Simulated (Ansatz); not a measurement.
## Harmonic thermodynamics of Zn$_{4}$S$_{3}$O

Computed with Ansatz, DFT PBE, scalar-relativistic, plane waves, PAW. Plane waves to 420 eV; Γ-centred k mesh 8×8×8; fixed occupations. No spin polarisation. Phonons by linear response, acoustic sum rule imposed.

Equilibrium structure at this level:
```cif
data_structure
_symmetry_space_group_name_H-M 'I-42m'
_symmetry_Int_Tables_number 121
_cell_length_a 5.2448
_cell_length_b 5.2448
_cell_length_c 10.4028
_cell_angle_alpha 90.000
_cell_angle_beta 90.000
_cell_angle_gamma 90.000
_cell_volume 286.16
loop_
_atom_site_label
_atom_site_type_symbol
_atom_site_symmetry_multiplicity
_atom_site_Wyckoff_symbol
_atom_site_fract_x
_atom_site_fract_y
_atom_site_fract_z
_atom_site_occupancy
Zn1 Zn 8 i 0.27652 0.27652 0.38517 1
S1 S 4 d 0.50000 0.00000 0.25000 1
S2 S 2 b 0.50000 0.50000 0.00000 1
O1 O 2 a 0.00000 0.00000 0.00000 1
```

The structure comes from a generated guess, relaxed at this level; another structure or a mixture of phases may lie lower. The q mesh is coarse, so values between its points are rough.

Force constants from linear response on a 2×2×2 q mesh, interpolated to a fine mesh.

Phonon density of states, in bins of 10 cm⁻¹:
```tsv
bin centre (cm⁻¹)	share of modes (%)
5	0.0
15	0.0
25	0.1
35	0.3
45	0.5
55	1.0
65	2.2
75	4.6
85	6.6
95	6.3
105	5.6
115	5.1
125	2.1
135	0.5
145	0.7
155	0.8
165	1.3
175	2.6
185	3.6
195	2.3
205	3.1
215	0.6
225	0.0
235	0.0
245	0.0
255	0.3
265	6.4
275	4.4
285	3.2
295	4.3
305	6.0
315	6.2
325	3.2
335	3.5
345	0.0
355	0.0
365	0.0
375	0.0
385	0.0
395	3.5
405	5.1
415	1.7
425	1.8
435	0.4
```

Q: How much zero-point energy does an atom carry?

A: 41.4 meV.

Q: How large are the vibrational entropy and heat capacity at 300 K?

A: S = 3.46 k_B and C_V = 2.68 k_B per atom, 89 % of the Dulong–Petit value.

Q: Tabulate them against temperature.

A:
```csv
T (K),F_vib (meV/atom),S (k_B/atom),C_V (k_B/atom)
100,38.0,1.07,1.50
200,22.6,2.43,2.37
300,-2.9,3.46,2.68
400,-36.3,4.25,2.81
500,-75.8,4.89,2.88
600,-120.2,5.41,2.91
700,-168.8,5.86,2.94
800,-221.1,6.26,2.95
900,-276.6,6.61,2.96
1000,-334.8,6.92,2.97
```
